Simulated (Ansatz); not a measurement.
CaSe:
```xyz
2
Lattice="0.0000 2.9791 2.9791 2.9791 0.0000 2.9791 2.9791 2.9791 0.0000" Properties=species:S:1:pos:R:3 pbc="T T T"
Ca     0.0000     0.0000     0.0000
Se     2.9791     2.9791     2.9791
```

Relaxed with PBE. Special points in fractions of this cell's reciprocal vectors: Γ (0.000, 0.000, 0.000); X (0.500, 0.000, 0.500); U (0.625, 0.250, 0.625); K (0.375, 0.375, 0.750); L (0.500, 0.500, 0.500); W (0.500, 0.250, 0.750).

Q: List the band energies nearest the valence-band maximum at these points for PBE in the plane-wave PAW code Ansatz.

A: In eV from the valence-band maximum; about four levels below and three above (degenerate sets whole), none deeper than 8.9 eV; points with the same levels are listed once.

```json
[
 {"k": "Γ", "below": "0.00 0.00 0.00", "above": "3.23 3.72 3.72 3.72"},
 {"k": "X", "below": "-2.46 -0.91 -0.91", "above": "2.08 4.97 5.00"},
 {"k": "U", "below": "-2.20 -1.99 -1.08", "above": "3.29 5.60 5.66 5.66"},
 {"k": "L", "below": "-3.19 -1.15 -1.15", "above": "4.48 5.42 5.45 5.45"},
 {"k": "W", "below": "-1.93 -1.93 -1.62", "above": "4.38 4.38 5.19"}
]
```

Space group Fm-3m (rock salt). The cell was relaxed with PBE under the symmetry of its start. Scalar-relativistic: spin–orbit coupling is off unless named, which matters more the heavier the elements.

Potentials: the later of the program's two PAW sets.
